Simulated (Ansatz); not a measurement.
SiC₂N₄ in space group Pn-3m (No. 224; Si on 2a, C on 4c, N on 8e), DFT-r²SCAN in the program Ansatz with PAW potentials, all energies at zero smearing, with the estimated change up to a 700 eV cutoff added, with one set of potentials and settings (totals compare only within such a set). Cell of 14 atoms (2 Si, 4 C, 8 N): -5366.295 eV.

```
element                reference phase  E (eV/atom)
-------  -----------------------------  -----------
Si          Fd-3m, 2 atoms in the cell    -639.0667
C        P6_3/mmc, 4 atoms in the cell    -251.6711
N            Pa-3, 8 atoms in the cell    -384.8315
```

Formation energy per atom, worked out: (-5366.295 − 2×(-639.0667) − 4×(-251.6711) − 8×(-384.8315))/14 = -0.202 eV/atom (-19 kJ per mol of atoms), at 0 K, without zero-point energy or fitted corrections.

The first step of the workflow began from a Materials Project structure, measured or hypothetical; the Crystallography Open Database files this formula in space group No. 224, but the cells were not matched. Its standing as an ambient phase is unchecked. Symmetry was held in the r²SCAN relaxation; whether a distortion lowers the energy is not shown. The references are the lowest solids computed at this level, not always the standard phases (solids in place of the gases).

Potentials: the later of the program's two PAW sets.
